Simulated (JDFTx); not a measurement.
Al2Pt(111) slab cut from bulk Al2Pt (space group Fm-3m, indices of the conventional cell, lattice of the Materials Project entry mp-1502, not re-optimised): 9 atoms in 9 planes, a 1x1 cell of 15.06 Å² (|a| = 4.171, |b| = 4.171 Å), 8.2 Å between the outermost planes, Al outermost, slab composition Al6Pt3, cell height 24.5 Å, 6×6×1 k mesh, Fermi smearing 0.01 Ha, no spin polarisation. Whether this polymorph is the ambient one wasn't checked.

Computed with a modified build of JDFTx: PBE, GBRV ultrasoft potentials, plane waves to 20/100 Ha. Liquid: CANDLE, acetonitrile, 1 M NaCl. The neutral cell holds 66 valence electrons and has two faces of 15.065 Å² each. Last filling lines of the neutral and of a charged run (μ in hartree, zero in the bulk liquid):

```
FillingsUpdate:  mu: -0.141279121  nElectrons: 66.000000
FillingsUpdate:  mu: -0.152142000  nElectrons: 65.930930
```

Worked example: both potentials, by the convention U = −μ/e − 4.44 V vs SHE, the surface charge density and the mean capacitance.

U_pzc = 0.14128 × 27.2114 − 4.44 = -0.60 V; U = 0.15214 × 27.2114 − 4.44 = -0.30 V. The cell has -0.0691 excess electrons, a net charge of 0.0691 e, shared by two faces: σ = 0.0691 e / (2 × 15.065 Å²) = 0.00229 e/Å² = 3.7 μC/cm² (1 e/Å² = 1602.18 μC/cm²). C = σ/(U − U_pzc) = 3.7/0.30 ≈ 12 μF/cm². In this non-aqueous liquid the SHE scale is nominal.
